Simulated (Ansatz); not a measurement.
Q: Each is relaxed and computed with the program Ansatz at the PBE level (PAW). Which is the only metal?
A. VGe, rock salt
B. TePb, rock salt
C. BaTe, rock salt
D. KCl, rock salt

A: A, VGe, rock salt. VGe: metal; KCl: gap 5.05 eV (direct); TePb: gap 0.83 eV (direct); BaTe: gap 1.66 eV (indirect). Spin orders computed, not proven ground states: VGe, rock salt ferromagnetic. Constructed cells (a structure type filled with these elements, in neither database checked): VGe, rock salt. All cells were relaxed under the symmetry of their starts (and spin orders); stability against distortions was not tested throughout. Spin–orbit coupling is left out wherever it is not named.

Potentials: the later of the program's two PAW sets.
